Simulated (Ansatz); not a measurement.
# Zone-centre phonons of BAs at 22 GPa: input and output

Method: DFT LDA, scalar-relativistic, plane waves, PAW (Ansatz 0.2.0).

Launched with:
```bash
ansatz run input.yaml --threads 1 --pin off --max-ram 3072MiB --backend cpu --events-out ev --progress --plain --runs-dir out
```

Input (bare energies are in eV):
```yaml
crystal:
  lattice:
    - [0.0, 2.2748372359, 2.2748372359]
    - [2.2748372359, 0.0, 2.2748372359]
    - [2.2748372359, 2.2748372359, 0.0]
  atoms:
    - { symbol: B, position: [0.0, 0.0, 0.0] }
    - { symbol: As, position: [0.75, 0.75, 0.75] }
basis:
  ecutwfc: 420
kpoints:
  mp_grid: { grid: [10, 10, 10] }
hamiltonian:
  xc: lda
scf:
  occupations: { method: fixed }
output:
  eigenvalues: true
phonons:
  method: dfpt
  dielectric: true
  rigid_motions: translations
  eigenvectors: true
```

The end of the output:
```
--- Phonons (Γ-DFPT): 2 representative perturbations + reference, on 171 of 1000 k-points (Σ response iterations 6) ---
  k mesh reduced under 4 symmetry operations, with k and −k counted as one. Each operation leaves every solved perturbation unchanged. A smaller set is not considered because the run solves the response ...
  ASR residual: 2.423e-4 → 0.000e0 eV/Å²; symmetrization residual: 1.017e-6 eV/Å²
  ASR residual per site (eV/Å²): 2.30e-4 2.42e-4
  Γ frequencies (cm⁻¹): 0.00 0.00 0.00 787.66 787.66 787.66
  ε∞ (high-frequency dielectric tensor):
        9.319174     0.000000     0.000000
        0.000000     9.319174     0.000000
        0.000000     0.000000     9.319174
  ε⁰ (static dielectric tensor: ions relaxed, cell fixed):
        9.592473     0.000000     0.000000
        0.000000     9.592473     0.000000
        0.000000     0.000000     9.592473
  ε⁰ − ε∞ (ionic part):
        0.273299    -0.000000    -0.000000
       -0.000000     0.273299    -0.000000
       -0.000000    -0.000000     0.273299
  softest optical mode at Γ: 787.66 cm⁻¹; the repairs (sum rule, projections) moved no ω² at Γ by more than (2.44 cm⁻¹)²
  Born effective charges Z* (e; rows j = field, columns β = displacement):
    site 0:
        -0.87545    0.00000    0.00000
         0.00000   -0.87545   -0.00000
        -0.00000   -0.00000   -0.87545
    site 1:
         0.87545   -0.00000   -0.00000
        -0.00000    0.87545    0.00000
         0.00000    0.00000    0.87545
  Z* charge neutrality: 1.629e-4 e pre-enforcement
  solved inside a basis spanned on kpoints, on 10×10×10 k-points, its susceptibility summed on 14×14×14: ε∞ is read to err by 2.8e-2, Z* by 1.5e-2 e (field_mesh: kpoints solves on kpoints); Z* is corrected for ...
  optical modes at Γ without the LO–TO term, one row a degenerate level:
      ω (cm⁻¹) modes IR ((D/Å)²/amu)
        787.66      3             5.6151
  optical modes at Γ + LO–TO along q̂ = [1.0000, 0.0000, 0.0000]:
      ω (cm⁻¹) modes IR ((D/Å)²/amu)
        787.66      2             3.7434
        799.12      1             1.8717
  optical modes at Γ + LO–TO along q̂ = [0.0000, 1.0000, 0.0000]:
      ω (cm⁻¹) modes IR ((D/Å)²/amu)
        787.66      2             3.7434
        799.12      1             1.8717
  optical modes at Γ + LO–TO along q̂ = [0.0000, 0.0000, 1.0000]:
      ω (cm⁻¹) modes IR ((D/Å)²/amu)
        787.66      2             3.7434
        799.12      1             1.8717
```

Time: 110 s on 1 thread of Intel(R) Xeon(R) Processor @ 2.50GHz (Skylake/Cascade Lake) (shared host), peak memory 0.54 GiB.

Other phases may be more stable at this pressure. The run warned that the force constants aren't converged on this k mesh, so the frequencies and all that is formed from them are rough. The bands were filled as in an insulator; under compression the gap may have closed between mesh points.